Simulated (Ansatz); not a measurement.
**Ir₃Rh: pressure against volume**

Ir₃Rh, I4/mmm, a = 3.830 Å, c = 7.670 Å. The structure is a Materials Project entry; whether it is the stable form wasn't checked. Ansatz: r2SCAN, PAW, 500 eV, Γ-centred 16×16×16 mesh on 4 atoms, Gaussian smearing 0.10 eV; no spin polarisation. Shape and atoms are relaxed at each volume; pressure is positive in compression.

```tsv
V (Å³/atom)	P (GPa)
13.221	25.67
13.643	?
14.065	0.00
14.487	-9.73
14.909	-17.81
```

Task: Take V0 = 14.065 Å³/atom, fit the third-order Birch–Murnaghan form to the other rows, and predict the missing pressure.

Result: With the Eulerian strain f = ½[(V0/V)^(2/3) − 1] and y = P/[3f(1 + 2f)^(5/2)], the form is the line y = B0 + 1.5 B0 (B0′ − 4) f. Rows (f, y): 0.02106, 366.5; -0.00976, 349.1; -0.01905, 343.4. Means f = -0.002583, y = 353.00; Σ(Δf)² = 0.0008817, ΣΔfΔy = 0.5053; the slope is their ratio. y = 354.5 + 573.1 f GPa, so B0 = 354.5 GPa and B0′ = 4 + 2 × (573.1)/(3 × 354.5) = 5.08. At V = 13.643, f = 0.01026, y = 360.38 and P = 11.67 GPa. The run gave 11.68 GPa, so the fit is 0.01 GPa too low, within twice the rms miss on the fitted rows (0.007 GPa).

Spin–orbit coupling is left out, which can shift energies with elements as heavy as these.